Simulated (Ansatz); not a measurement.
ZrSi2 (Cmcm), relaxed with PBE (Ansatz, an electronic-structure program, plane waves, PAW): a = 3.7059 Å, b = 14.7992 Å, c = 3.6767 Å, α = β = γ = 90.00°.

| Quantity | Value |
|---|---|
| ΔH_f (eV/atom) | -0.67 |
| B₀ by P(V) fit (GPa) | 124 |

Task: The same phase is relaxed and computed with PBEsol in the same code. What are the cell and these values now?

Result: a = 3.674 Å, b = 14.571 Å, c = 3.656 Å, α = 90.00°, β = 90.00°, γ = 90.00°.

- ΔH_f (eV/atom): -0.76
- B₀ by P(V) fit (GPa): 133

All cells were relaxed under the symmetry of their starts (and spin orders); stability against distortions was not tested throughout. Rows with no word on spin ran without spin polarisation. Scalar-relativistic: spin–orbit coupling is off unless named, which matters more the heavier the elements.

Potentials: the later of the program's two PAW sets.

Ansatz is a plane-wave DFT program.

Formation energies count from the lowest solids of the elements computed at the same level, not from gases.
